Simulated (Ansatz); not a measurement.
# Lattice vibrations of Be3ZnTe4 at Γ

All numbers below come from Ansatz, DFT PBE, scalar-relativistic, plane waves, PAW. Settings: 420 eV plane-wave cutoff, Γ-centred 8×8×8 mesh, fixed occupations. No spin polarisation. Phonons by linear response, acoustic sum rule imposed.

Equilibrium structure at this level:
```xyz
8
Lattice="-2.8981 2.8981 5.7795 2.8981 -2.8981 5.7795 2.8981 2.8981 -5.7795" Properties=species:S:1:pos:R:3 pbc="T T T"
Be    2.8981    0.0000    2.8898
Be    0.0000    2.8981    2.8898
Be    0.0000    0.0000    5.7795
Zn    0.0000    0.0000    0.0000
Te   -1.3673    1.3673    7.2878
Te    1.5308    1.5308   -1.5083
Te    1.3673   -1.3673    7.2878
Te    1.3673    1.3673    4.2713
```

It was reached by relaxing an invented guess, and it needn't be the stable form of this composition. Spin–orbit coupling is left out, which matters for heavy elements.

Question: Is this structure stable against zone-centre distortions?

Answer: Yes, at Γ: no optical mode is imaginary. Strains and other wave vectors aren't tested by this run.

Question: List the optical modes at Γ without the LO field (i marks imaginary ones).

Answer:
```
frequency (cm⁻¹)  degeneracy  IR intensity of the level ((D/Å)²/amu)
              80           2                                    0.20
              97           1                                    0.22
             109           2                                    0.06
             116           1                                    0.00
             130           1                                    0.00
             137           1                                    0.00
             150           1                                    0.00
             181           2                                    2.63
             190           1                                    1.34
             376           1                                    0.00
             398           2                                    7.91
             427           2                                    8.60
             436           1                                   17.00
             444           2                                   18.93
             490           1                                    0.41
```
